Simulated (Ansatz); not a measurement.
Input and command of a plane-wave DFT calculation in Ansatz:

```yaml
crystal:
  lattice:
    - [0.0, -2.2738965586, -2.2738965586]
    - [-2.2738965586, 0.0, -2.2738965586]
    - [2.2738965586, 2.2738965586, -4.5477931172]
  atoms:
    - { symbol: Hf, position: [0.5, 0.5, 0.5] }
    - { symbol: Hf, position: [0.0, 1.0, 0.0] }
    - { symbol: "N", position: [0.75, 0.75, 0.75] }
    - { symbol: "N", position: [0.25, 0.25, 0.25] }
basis:
  ecutwfc: 420
kpoints:
  mp_grid: { grid: [24, 24, 22] }
hamiltonian:
  xc: pbe
scf:
  occupations: { method: gaussian, width: 0.15 }
output:
  forces: true
  stress: true
  eigenvalues: true
  write_density: true
  write_potential: true
  elf: true
  volumetric_format: npy
```

```bash
ansatz run input.yaml --threads 2 --pin off --max-ram 5120MiB --backend cpu --events-out ev --progress --plain --runs-dir out
```

Processor: Oxide Virtual Turin-like Processor (Zen 5), 2 threads, on a host shared with other jobs.

Problem. Estimate time, memory and problem size.

Solution. About 2.9 min on 2 threads of Oxide Virtual Turin-like Processor (Zen 5) (shared host), peak memory 3.7 GiB. It solves 38 bands at 3314 k points (the mesh reduced by symmetry) with about 923 plane waves, in 7 SCF iterations.
